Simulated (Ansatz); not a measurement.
BeI2 in space group Ibam (No. 72; Be on 4a, I on 8j), r²SCAN+D4 in the plane-wave PAW code Ansatz. The conduction-band minimum lies on the G0–X line, 59 % of the way from G0, with 2 equivalent valleys. Second derivatives d²E/dk² of the lowest band at one valley (eV·Å²), along Cartesian directions:

```tsv
direction	d²E/dk²
[100]	11.18
[010]	7.709
[001]	7.410
[110]	9.442
[101]	9.298
[011]	7.431
```

Task: Find the principal effective masses, the density-of-states mass and the conductivity mass.

Result: Off-diagonal terms follow from H_xy = H[110] − (H_xx + H_yy)/2, and m*/mₑ = 7.620 eV·Å² over each eigenvalue: 0.68, 0.98, 1.0. One valley's DOS mass (m₁m₂m₃)^(1/3) = 0.88, conductivity mass 3/(Σ 1/mᵢ) = 0.87 mₑ.

Task: What effective density of states Nc follows at 300 K for parabolic valleys?

Result: Nc = 2.509e19 × 2 × (0.88)^(3/2) ≈ 4.1e19 cm⁻³.

The first step of the workflow began from a Materials Project structure, measured or hypothetical; the Crystallography Open Database files this formula in space group No. 72, but the cells were not matched. Its standing as an ambient phase is unchecked. Symmetry was held in the r²SCAN+D4 relaxation; whether a distortion lowers the energy is not shown. Spin–orbit coupling is left out wherever it is not named.

Potentials: the later of the program's two PAW sets.

Edges and masses are those of Kohn–Sham bands, whose gap is no quasiparticle gap.
